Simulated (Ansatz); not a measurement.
Question: Name crystals whose computed values (DFT-r²SCAN in the program Ansatz with PAW potentials) fall in these windows: gap (eV) 6.2 to 7.7; electron conductivity mass (mₑ) 0.39 to 0.51.

Answer: 

| crystal | gap (eV) | electron conductivity mass (mₑ) |
|---|---|---|
| CsSrF3, cubic perovskite | 7.17 | 0.46 |
| SiO2, Pbcn (Si on 4c, O on 8d) | 6.75 | 0.41 |
| LiCl, rock salt | 7.29 | 0.47 |
| SiO2, P3_221 (Si on 3a, O on 6c) | 6.60 | 0.49 |
| Al2O3, corundum | 7.14 | 0.39 |
Others may fit too.

Not the usual ambient phase: SiO2, Pbcn (Si on 4c, O on 8d). Standing as an ambient phase not checked: CsSrF3, cubic perovskite. All cells were relaxed under the symmetry of their starts (and spin orders); stability against distortions was not tested throughout. Scalar-relativistic: spin–orbit coupling is off unless named, which matters more the heavier the elements.

Potentials: the later of the program's two PAW sets.
